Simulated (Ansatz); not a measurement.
Input and command of a plane-wave DFT calculation in Ansatz:

```yaml
crystal:
  lattice:
    - [3.5033466835, 0.0, 0.0]
    - [-1.7516733418, 3.0339872261, 0.0]
    - [0.0, 0.0, 5.3766665641]
  atoms:
    - { symbol: Tl, position: [0.3333333333, 0.6666666667, 0.25] }
    - { symbol: Tl, position: [0.6666666667, 0.3333333333, 0.75] }
basis:
  ecutwfc: 420
kpoints:
  mp_grid: { grid: [18, 18, 10] }
hamiltonian:
  xc: pbesol
scf:
  occupations: { method: gaussian, width: 0.15 }
output:
  forces: true
  stress: true
  eigenvalues: true
```

```bash
ansatz run input.yaml --threads 1 --pin off --max-ram 2560MiB --backend cpu --events-out ev --progress --plain --runs-dir out
```

Processor: Arm Neoverse V1, 1 thread, on a host shared with other jobs.

Task: Estimate time, memory and problem size.

Result: About 9.7 s on 1 thread of Arm Neoverse V1, with other jobs on the host, peak memory 0.43 GiB. It solves 17 bands at 222 k points (the mesh reduced by symmetry) with about 1103 plane waves, in 6 SCF iterations.
